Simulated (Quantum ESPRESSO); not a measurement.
Inputs of pw.x and gipaw.x (a modified build of Quantum ESPRESSO, PBE) for Mg2NCl; the starting potential comes from an earlier run on another mesh:

```
&CONTROL
  calculation = 'scf'
  prefix = 'x'
  pseudo_dir = './pseudo'
  outdir = './out'
  tprnfor = .true.
/
&SYSTEM
  ibrav = 0
  nat = 4
  ntyp = 3
  ecutwfc = 50
  ecutrho = 200
  occupations = 'fixed'
  nbnd = 16
/
&ELECTRONS
  conv_thr = 1e-11
  startingpot = 'file'
/
ATOMIC_SPECIES
Mg 24.305 Mg.GGA_PBE-JTH.UPF
N 14.007 N.GGA_PBE-JTH.UPF
Cl 35.450 Cl.GGA_PBE-JTH.UPF
CELL_PARAMETERS angstrom
    1.660664966582     0.958785365490     6.002977000000
   -1.660664966582     0.958785365490     6.002977000000
   -0.000000000000    -1.917570730980     6.002977000000
ATOMIC_POSITIONS crystal
Mg     0.222819000000     0.222819000000     0.222819000000
Mg     0.777181000000     0.777181000000     0.777181000000
N      0.500000000000     0.500000000000     0.500000000000
Cl    -0.000000000000     0.000000000000     0.000000000000
K_POINTS automatic
9 9 9 1 1 1
```

```
&INPUTGIPAW
  job = 'nmr'
  prefix = 'x'
  tmp_dir = './out/'
  restart_mode = 'from_scratch'
  pawproj(1) = .true.
  pawproj(2) = .true.
  pawproj(3) = .true.
  use_nmr_macroscopic_shape = .false.
/
```

The geometry is a computed Materials Project entry, not a measured one. It is Mg2NCl in R-3m; whether this form has been observed was not checked. Stability against distortions was not tested. Forces on the atoms reach 0.13 eV/Å at this level.

### Question
Predict the shielding tensors that the run ends with.

### Answer
```
     Total NMR chemical shifts in ppm: ---------------------------------------
     (adopting the Simpson convention for anisotropy and asymmetry)-----------

     Atom  1  Mg  pos: (  0.000000  0.000000  0.636759)  Total sigma:         514.17
           526.9796         -0.0000          0.0000
             0.0000        526.9796          0.0000
             0.0000          0.0000        488.5551

     Mg      1    anisotropy:    -38.42    eta:    0.0000
     Mg      1    sigma_11=    526.98
     Mg      1    sigma_22=    526.98
     Mg      1    sigma_33=    488.56

     Atom  2  Mg  pos: (  0.000000  0.000000  2.220981)  Total sigma:         514.17
           526.9796          0.0000         -0.0000
             0.0000        526.9796          0.0000
             0.0000          0.0000        488.5551

     Mg      2    anisotropy:    -38.42    eta:    0.0000
     Mg      2    sigma_11=    526.98
     Mg      2    sigma_22=    526.98
     Mg      2    sigma_33=    488.56

     Atom  3  N   pos: (  0.000000  0.000000  1.428870)  Total sigma:          68.47
            68.8247         -0.0000          0.0000
            -0.0000         68.8247         -0.0000
             0.0000          0.0000         67.7664

     N       3    anisotropy:     -1.06    eta:    0.0000
     N       3    sigma_11=     68.82
     N       3    sigma_22=     68.82
     N       3    sigma_33=     67.77

     Atom  4  Cl  pos: ( -0.000000  0.000000  0.000000)  Total sigma:         713.81
           689.7915          0.0000          0.0000
            -0.0000        689.7915          0.0000
             0.0000         -0.0000        761.8449

     Cl      4    anisotropy:     72.05    eta:    0.0000
     Cl      4    sigma_11=    689.79
     Cl      4    sigma_22=    689.79
     Cl      4    sigma_33=    761.84
```
The printed anisotropy is 3/2 (σ_33 − σ_iso) in the program's own order; the axes are left out here. Anisotropies that symmetry doesn't fix are less certain than the isotropic values. Shieldings are absolute and leave out the bulk-susceptibility term; a larger σ means a smaller chemical shift. By our sweeps, such settings leave a few ppm in absolute σ. The datasets of Mg, Cl hold no d projectors, which limits absolute σ on these atoms. Static lattice: thermal averaging is not included.
